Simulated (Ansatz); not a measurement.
Method: Ansatz 0.2.0, DFT PBE, scalar-relativistic, plane waves, PAW. Settings: cutoff 420 eV, Γ-centred meshes spaced at most about 0.3 Å⁻¹, and about 0.25 Å⁻¹ or finer for metals (2π included), Gaussian smearing. No spin polarisation in the final relaxations.

All energies are static (0 K, no zero-point motion).

Compare these two cells of In2GeS2, each relaxed at this level.

A.

```xyz
5
Lattice="3.8286 0.0000 0.0000 -1.9143 3.3157 0.0000 0.0000 0.0000 10.0425" Properties=species:S:1:pos:R:3 pbc="T T T"
In    1.9143    1.1052    8.2147
In    1.9143    1.1052    1.8525
Ge    0.0000    0.0000    4.2793
S     0.0000    0.0000    0.2273
S     0.0000    2.2105    5.5112
```

B.

```xyz
5
Lattice="3.9112 0.0000 0.0000 -1.9556 3.3872 0.0000 0.0000 0.0000 9.3336" Properties=species:S:1:pos:R:3 pbc="T T T"
In    1.9556    1.1291    3.2856
In    0.0000    2.2581    6.0480
Ge    0.0000    0.0000    0.0000
S     1.9556    1.1291    7.7932
S     0.0000    2.2581    1.5404
```

Question: Which is lower in energy, and by how much?

Answer: They are level within the accuracy (3 meV/atom apart, with B the lower in these runs). A has space group P3m1 (No. 156), 25.5 Å³/atom and no gap on its mesh; B has space group P-3m1 (No. 164), 24.7 Å³/atom and no gap. Counting Ge or S atoms around In (for each partner element, those within 1.25 times its shortest distance or 1.15 times the sum of covalent radii, where it is the nearest in units of that sum or under 1.3; a plus sign parts groups by distance over the sum of covalent radii; the shortest distance is added where it exceeds 1.18 times the sum of covalent radii; a slash parts the counts of unlike sites), A has In 3+3 from 3.0 Å/6 and B has In 3. In A, around In on its first site lie 3 S at 3.02 Å, 3 S at 3.49 Å and 7 In at 3.68–3.83 Å; Ge has 3 S at 2.53 Å; S on its first site is surrounded by 3 In at 2.74 Å and 3 In at 3.02 Å; 2 more sites not described. In B, In has 3 S at 2.85 Å; around Ge lie 6 S at 2.73 Å; S is surrounded by 3 Ge at 2.73 Å and 3 In at 2.85 Å. Both come from invented guesses.

The k mesh leaves some 4 meV/atom of noise in the energy of each metallic cell. No dispersion correction is applied, so the spacing and binding between layers, chains or molecules are poorly described (P3m1), and this can change margins and order among such cells. Cells relaxed within their symmetry can be saddle points.
